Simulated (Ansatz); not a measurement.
Interlayer sliding in a free bilayer taken from bulk SnSe2 (CdI2 type): the upper half of the atoms below is shifted in the plane.

```yaml
crystal:
  lattice:
    - [3.84028, 0.00000, 0.00000]
    - [1.92014, 3.32578, 0.00000]
    - [0.00000, 0.00000, 24.19269]
  atoms:
    - { symbol: Se, position: [0.66667, 0.66667, 0.31048] }
    - { symbol: Sn, position: [0.00000, 0.00000, 0.37639] }
    - { symbol: Se, position: [0.33333, 0.33333, 0.44233] }
    - { symbol: Se, position: [0.66667, 0.66667, 0.55767] }
    - { symbol: Sn, position: [0.00000, 0.00000, 0.62361] }
    - { symbol: Se, position: [0.33333, 0.33333, 0.68952] }
```

In-plane vectors a = (3.840, 0.000) Å, b = (1.920, 3.326) Å, area 12.77 Å². The shift is x·a + y·b, and the map repeats with period 1 in x and y. Atoms relax along the normal only. γ = [E(shift) − E(0)] / area.

The numbers are results of PBE-D3(BJ) (plane waves to 420 eV, PAW, scalar-relativistic; Ansatz, a first-principles code), not measurements. k mesh 10×10×1 (Γ-centred), Fermi-Dirac smearing 0.05 eV. E is the zero-smearing estimate. SnSe2 was relaxed with its symmetry unable to fall. The zero of γ is zero shift.

```
γ·area (meV/cell)  x = 0.000  x = 0.167  x = 0.333  x = 0.500  x = 0.667  x = 0.833
-----------------  ---------  ---------  ---------  ---------  ---------  ---------
y = 0.000                0.0       34.8       76.9       90.5       76.9       34.8
y = 0.167               34.8          …          …          …          …       34.8
y = 0.333               76.9          …       42.7          …       76.9          …
y = 0.500               90.5          …          …       90.5      109.0      109.0
y = 0.667               76.9          …       76.9      109.0      118.5      109.0
y = 0.833               34.8       34.8          …      109.0      109.0          …
```

Problem. Fill in the missing entries.

Solution. 
- y = 0.167, x = 0.167: 44.4
- y = 0.167, x = 0.333: 56.8
- y = 0.167, x = 0.500: 56.8
- y = 0.167, x = 0.667: 44.4
- y = 0.333, x = 0.167: 56.8
- y = 0.333, x = 0.500: 56.8
- y = 0.333, x = 0.833: 84.4
- y = 0.500, x = 0.167: 56.8
- y = 0.500, x = 0.333: 56.8
- y = 0.667, x = 0.167: 44.4
- y = 0.833, x = 0.333: 84.4
- y = 0.833, x = 0.833: 84.4

(The slope of γ gives the shear force per area between the displaced halves; near zero shift its curvature is an elastic stiffness.)
